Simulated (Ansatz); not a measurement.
# Zn vacancy in EuZn2Si2, calculated

All numbers are calculated (PBEsol, collinear spin, no spin-orbit coupling; Ansatz, PAW set soft_2, 420 eV, k-mesh 4×4×2 shifted by half a step), not measured.

The relaxed host crystal (no gap at this level of theory):

```cif
data_structure
_symmetry_space_group_name_H-M 'P 1'
_symmetry_Int_Tables_number 1
_cell_length_a 5.8568
_cell_length_b 5.8568
_cell_length_c 5.8568
_cell_angle_alpha 138.467
_cell_angle_beta 138.467
_cell_angle_gamma 60.189
_cell_volume 87.40
loop_
_atom_site_label
_atom_site_type_symbol
_atom_site_fract_x
_atom_site_fract_y
_atom_site_fract_z
_atom_site_occupancy
Eu1 Eu 0.00000 0.00000 0.00000 1
Si1 Si 0.61545 0.61545 0.00000 1
Si2 Si 0.38455 0.38455 0.00000 1
Zn1 Zn 0.25000 0.75000 0.50000 1
Zn2 Zn 0.75000 0.25000 0.50000 1
```

Supercell of 20 atoms, rows of the matrix [[-1,1,0],[-1,-1,-2],[-1,-1,0]] times the cell vectors; Zn vacancy at (0.250, 0.750, 0.500) in fractions of the cell above. Atoms are relaxed at the host's cell. The cell loses 1 of its 8 Zn, so this is a heavily defective crystal.

Distances from the empty Zn site (Å), by shell of the perfect crystal:

| shell | perfect crystal | relaxed, charge 0 |
| --- | --- | --- |
| 4 Si | 2.48 | 2.35 |

| charge | moment of the cell (μB) | gap of the cell on the mesh (eV) |
| --- | --- | --- |
| 0 | 27.73 | 0.02 |

At charge 0 the unpaired electrons sit on atoms with moments (μB): 4 Eu of 6.69.

Formation energy of the neutral defect: 0.42 eV, taking atoms from and to the elements' standard states (no corrections for gases), so it belongs to those chemical potentials alone.

Relaxed cell at charge 0:

```
EuZn2Si2 V_Zn charge 0
1.0
     4.1532   -4.1532    0.0000
    -4.1532   -4.1532    0.0000
     0.0000    0.0000  -10.1346
Eu Si Zn
4 8 7
Direct
  0.9994 0.9994 0.0036
  0.5006 0.9994 0.4964
  0.5006 0.5006 0.0036
  0.9994 0.5006 0.4964
  0.9986 0.5014 0.8892
  0.4867 0.4867 0.3778
  0.5014 0.9986 0.8892
  0.0133 0.0133 0.3778
  0.0133 0.4867 0.1222
  0.5014 0.5014 0.6108
  0.4867 0.0133 0.1222
  0.9986 0.9986 0.6108
  0.7500 0.2500 0.7500
  0.7500 0.7500 0.2500
  0.2500 0.7500 0.7500
  0.7500 0.2500 0.2500
  0.2500 0.2500 0.7500
  0.2500 0.7500 0.2500
  0.7500 0.7500 0.7500
```

Caveats: 4f shell without a U, which puts 4f levels too near the Fermi level; open f or d shells may hold a state above the lowest; small supercell, so energies and levels can be off by tenths of an eV; the atoms kept the symmetry of the start, so a distorted state could lie lower.
